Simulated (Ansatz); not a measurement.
Relaxed-ion elastic tensor of Zr3Ag (Cu3Au type, Pm-3m) in GPa (Voigt order), PBEsol in the plane-wave PAW code Ansatz; density 7.74 g/cm³, 20.47 Å³ per atom.

```
 134  94.6  94.6   0.0   0.0   0.0
94.6   134  94.6   0.0   0.0   0.0
94.6  94.6   134   0.0   0.0   0.0
 0.0   0.0   0.0  35.4   0.0   0.0
 0.0   0.0   0.0   0.0  35.4   0.0
 0.0   0.0   0.0   0.0   0.0  35.4
```

### Question
Is the crystal mechanically stable?

### Answer
Yes: the smallest eigenvalue of C is 35.4 GPa.

### Question
Work out the Voigt, Reuss and Hill averages.

### Answer
K_V = 108, K_R = 108, K_H = 108; G_V = 29.2, G_R = 26.9, G_H = 28.0 GPa.

### Question
Give Young's modulus, Poisson's ratio, Pugh's ratio and the universal anisotropy index.

### Answer
E = 9KG/(3K + G) = 77.4 GPa; ν = 0.38; K/G = 3.84 (ductile by the Pugh limit of 1.75); A_U = 5G_V/G_R + K_V/K_R − 6 = 0.42.

### Question
Estimate the sound speeds and the Debye temperature.

### Answer
v_l = √((K + 4G/3)/ρ) = 4330 m/s, v_t = √(G/ρ) = 1900 m/s, mean 2150 m/s; Θ = (h/k)(3n/4πV)^(1/3) v_m = 234 K.

### Question
Give the Zener ratio and Young's modulus along [100], [110] and [111].

### Answer
A = 2C44/(C11 − C12) = 1.79; 1/E = S11 − 2(S11 − S12 − S44/2)Γ with Γ = 0, 1/4, 1/3 gives 55.9, 81.3, 95.8 GPa.

### Question
Solve the Christoffel equation for the three sound speeds along [100], [110], [111].

### Answer
Eigenvalues of C_ijkl n_j n_l equal ρv². In km/s, slowest first: [100] 2.14, 2.14, 4.16; [110] 1.60, 2.14, 4.40; [111] 1.80, 1.80, 4.48.

The workflow started from an entry of the Crystallography Open Database (COD); the relaxed space group is not among those it files for this formula. COD files the formula under space group No. 123, so this cell is another polymorph or a model. Whether it is the stable phase at ambient conditions was not checked. The cell was relaxed with PBEsol under the symmetry of its start; of distortions, only those at the zone centre were tested. The run is not spin-polarised. As this level gives no gap, shear constants depend on the k-mesh and smearing (Fermi–Dirac, 0.1 eV here).

Potentials: the later of the program's two PAW sets.
